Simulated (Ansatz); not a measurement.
Relaxed KI (rock salt):

```
CELL_PARAMETERS angstrom
      0.00000     3.54577     3.54577
      3.54577     0.00000     3.54577
      3.54577     3.54577     0.00000
ATOMIC_POSITIONS crystal
  I  0.00000 0.00000 0.00000
  K  0.50000 0.50000 0.50000
```

In this cell atom 2 (K, nearest neighbour I at 3.546 Å; its periodic images, 5.0 Å or more away, move with it) is moved by s along Cartesian x, unit vector (1.000, 0.000, 0.000); all other atoms and the cell stay fixed.

Computed with r2SCAN (plane waves to 500 eV, PAW, scalar-relativistic; Ansatz, a quantum-chemistry and plane-wave program). k mesh 7×7×7 (Γ-centred), Fermi-Dirac smearing 0.05 eV. Stress and pressure are positive under compression. KI was relaxed with its symmetry unable to fall. Spin-orbit coupling is left out, though I is heavy. 

| s (Å) | P (GPa) |
|---|---|
| -0.350 | (withheld) |
| -0.280 | 0.34 |
| -0.210 | 0.19 |
| -0.140 | 0.09 |
| -0.070 | 0.02 |
| 0.000 | 0.00 |
| 0.070 | 0.02 |
| 0.140 | 0.09 |
| 0.210 | 0.19 |
| 0.280 | 0.34 |
| 0.350 | (withheld) |

Problem. Fill in the missing entries.

Solution. 
- -0.350, P (GPa): 0.54
- 0.350, P (GPa): 0.54

(For displaced atoms, the force is minus the slope of the energy, and its curvature is a force constant, which sets phonon frequencies.)
